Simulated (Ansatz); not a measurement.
Ansatz run, NiGeRu

The input, for Ansatz 0.2.0 (plane waves, PAW):

```yaml
crystal:
  lattice:
    - [6.341932, 0.0, 0.0]
    - [0.0, 3.988439, 0.0]
    - [0.0, 0.0, 6.800793]
  atoms:
    - { symbol: Ru, position: [0.00194, 0.25, 0.68763] }
    - { symbol: Ru, position: [0.49806, 0.75, 0.18763] }
    - { symbol: Ru, position: [0.50194, 0.25, 0.81237] }
    - { symbol: Ru, position: [0.99806, 0.75, 0.31237] }
    - { symbol: Ni, position: [0.34605, 0.25, 0.44589] }
    - { symbol: Ni, position: [0.15395, 0.75, 0.94589] }
    - { symbol: Ni, position: [0.84605, 0.25, 0.05411] }
    - { symbol: Ni, position: [0.65395, 0.75, 0.55411] }
    - { symbol: Ge, position: [0.21043, 0.25, 0.11862] }
    - { symbol: Ge, position: [0.28957, 0.75, 0.61862] }
    - { symbol: Ge, position: [0.71043, 0.25, 0.38138] }
    - { symbol: Ge, position: [0.78957, 0.75, 0.88138] }
  symmetry: { tolerance: 0.0003 }
kpoints:
  mp_grid: { grid: [4, 7, 4], shift: [0, 0, 0] }
  band_path:
    path:
      - [0.0, 0.0, 0.0]
      - [0.5, 0.0, 0.0]
      - [0.5, 0.5, 0.0]
      - [0.0, 0.5, 0.0]
      - [0.0, 0.0, 0.0]
      - [0.0, 0.0, 0.5]
      - [0.5, 0.0, 0.5]
      - [0.5, 0.5, 0.5]
      - [0.0, 0.5, 0.5]
      - [0.0, 0.0, 0.5]
      - [0.5, 0.0, 0.0]
    npoints: 6
magnetization:
  spin_polarized: false
scf:
  occupations: { method: cold, width: 0.0317 }
  lower_state_search: "off"
  max_iter: 200
hamiltonian:
  pseudopotentials: { kind: paw }
  xc: r2scan
basis:
  ecutwfc: 500
  fft_grid_basis: typed
output:
  forces: true
  stress: true
  eigenvalues: true
  bader: true
  populations: true
  elf: true
  write_potential: true
  volumetric_format: npy
  dos:
    e_range: [-12, 8]
    de: 0.05
    projected: { site_lists: { Ge: [Ge], Ni: [Ni], Ru: [Ru] } }
checkpoint:
  read: saved_state
```

The saved state is an earlier solution for the same cell, perhaps on another mesh. 

Output (shortened):

```
SCF iter   1: F=—  Δρ=3.17e-3  dr2=6.54e-3  dr2_τ=4.71e-3
SCF iter   2: F=—  S|Δr|=    0.00e0  Δρ=2.91e-3  dr2=8.83e-3  dr2_τ=6.66e-4
SCF iter   3: F=—  S|Δr|=    0.00e0  Δρ=1.93e-3  dr2=4.51e-3  dr2_τ=3.05e-4
SCF iter   4: F=—  S|Δr|=    0.00e0  Δρ=7.91e-4  dr2=7.55e-4  dr2_τ=6.02e-5
SCF iter   5: F=—  S|Δr|=    0.00e0  Δρ=1.78e-4  dr2=6.70e-5  dr2_τ=1.78e-6
SCF iter   6: F=—  S|Δr|=    0.00e0  Δρ=7.84e-5  dr2=1.39e-5  dr2_τ=2.67e-7
SCF iter   7: F=—  S|Δr|=    0.00e0  Δρ=1.77e-5  dr2=5.44e-7  dr2_τ=1.19e-8
SCF iter   8: F=—  S|Δr|=    0.00e0  Δρ=1.92e-5  dr2=5.09e-7  dr2_τ=5.21e-9
SCF iter   9: F=-64155.1375 eV  S|Δr|=    0.00e0  Δρ=4.49e-6  dr2=2.59e-8  dr2_τ=3.88e-10
Free energy (F): -64155.1375 eV
Harris-Foulkes:  -64155.1375 eV  (|F-HF|=1.16e-8)
Internal energy: -64155.1369 eV  (E = F + TS)
E sigma→0 (E₀):  -64155.1373 eV
Entropy (-TS):   -0.0006 eV (-0.050 meV/atom)
Fermi energy:    16.3315 eV
--- Per-component energies (eV) ---
  E_band       = -2200.5210
  E_kinetic    = 3627.5676
  E_local      = -29731.5589  (includes V_loc(G=0)·N_el)
  E_nonlocal   = 5644.3229
  E_hartree    = 12215.9404
  E_xc         = -1318.9610
  E_vxc        = -1793.6820  (∫ρ·V_xc dr)
  E_paw        = -28654.6009  (= ΣΔE_a)
  E_vpaw       = -4503.7614  (= ΣTr[D̂ρ^β])
  E_aug_tail   = 0.0014  (compensation charges beyond the density's cutoff)
  E_vtau       = 124.7348  (kinetic-family band-sum trace: ∫τ·v_τ [+ j·A + Jᵃ·Aᵃ] dr)
  E_ewald      = -25931.0610
  E_core_change = -6.7872  (= ΣΔE_core)
  E_smearing   = -0.0006  (= −TS)
--- Stress (GPa, compression-positive) ---
      -23.2524       0.0000       0.0000
        0.0000     -17.6171       0.0000
        0.0000       0.0000     -13.0404
  P = ⅓ Tr σ = -17.9700 GPa (-179.700 kbar)
--- Löwdin populations: 12 sites ---
  site symbol       q [e]
     0     Ru     15.9131
     1     Ru     15.9131
     2     Ru     15.9131
     3     Ru     15.9131
     4     Ni     17.4593
     5     Ni     17.4593
     6     Ni     17.4593
     7     Ni     17.4593
     8     Ge     14.3640
     9     Ge     14.3640
    10     Ge     14.3640
    11     Ge     14.3640
  spilling = 0.0055 (of n_electrons = 192.0000)
```

Origin: a known structure type with other elements, at an estimated volume, so it need not be a known compound. Caveats: no spin polarisation, so a magnetic state may lie lower; atoms or cell far from equilibrium.
